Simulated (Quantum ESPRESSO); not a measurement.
# Band energies of PdCu

```
CELL_PARAMETERS angstrom
      2.98042     0.00000     0.00000
      0.00000     2.98042     0.00000
      0.00000     0.00000     2.98042
ATOMIC_POSITIONS crystal
  Cu 0.00000 0.00000 0.00000
  Pd 0.50000 0.50000 0.50000
```

PBEsol (Quantum ESPRESSO, PseudoDojo norm-conserving, 92 Ry, no spin-orbit coupling); path ΓXMΓRX,MR; energies in eV from the Fermi level.

```csv
k (1/Å),point,band 14,band 15,band 16,band 17,band 18,band 19,band 20,band 21
0.00,Γ,-2.47,-1.10,-1.10,-0.13,-0.13,-0.13,8.89,8.89
0.42,,-2.27,-1.41,-0.97,-0.75,-0.75,-0.35,5.60,10.37
0.84,,-2.19,-1.77,-1.72,-1.72,-0.88,-0.70,1.77,13.83
1.05,X,-2.19,-1.97,-1.97,-1.60,-1.06,-0.60,1.07,14.68
1.26,,-2.23,-1.86,-1.85,-1.28,-0.84,-0.49,1.10,13.00
1.69,,-1.97,-1.35,-1.31,-0.37,-0.20,0.25,1.16,8.73
2.11,M,-1.22,-1.04,-0.28,0.03,0.03,0.73,0.73,6.74
2.53,,-1.63,-1.33,-1.18,-0.93,-0.53,-0.01,2.90,6.86
3.07,,-1.88,-1.34,-1.29,-1.09,-1.06,-0.10,6.56,7.53
3.49,,-2.44,-1.11,-1.09,-0.20,-0.18,-0.13,8.76,8.78
3.60,Γ,-2.47,-1.10,-1.10,-0.13,-0.13,-0.13,8.89,8.89
3.90,,-2.23,-1.14,-1.14,-0.73,-0.25,-0.25,8.51,8.51
4.31,,-2.42,-1.16,-1.16,-1.14,-0.65,-0.65,7.48,7.48
4.71,,-2.90,-1.12,-1.12,-0.80,-0.80,1.04,6.88,6.88
5.12,,-2.67,-1.19,-1.19,-0.38,-0.38,4.76,6.89,7.27
5.42,R,-2.66,-1.20,-1.20,-0.22,-0.22,6.32,7.92,7.92
5.62,,-2.59,-1.20,-1.20,-0.32,-0.26,6.12,6.44,7.08
6.02,,-2.38,-1.23,-1.15,-0.92,-0.41,3.19,3.21,8.58
6.42,,-2.40,-1.57,-1.52,-1.06,-0.47,0.62,1.47,11.61
6.82,,-2.10,-2.03,-1.95,-1.50,-1.00,-0.57,1.08,14.25
6.92,X,-2.19,-1.97,-1.97,-1.60,-1.06,-0.60,1.07,14.68
6.92,M,-1.22,-1.04,-0.28,0.03,0.03,0.73,0.73,6.74
7.11,,-1.22,-1.00,-0.71,-0.71,-0.27,1.64,1.64,6.71
7.49,,-2.10,-1.21,-1.20,-0.71,-0.25,4.42,4.42,6.51
7.97,R,-2.66,-1.20,-1.20,-0.22,-0.22,6.32,7.92,7.92
```

A metal at this level: along this path bands 17, 18, 19 cross the Fermi level.

Spin-orbit splittings are left out.

Geometry of the Materials Project entry, not relaxed at this level.
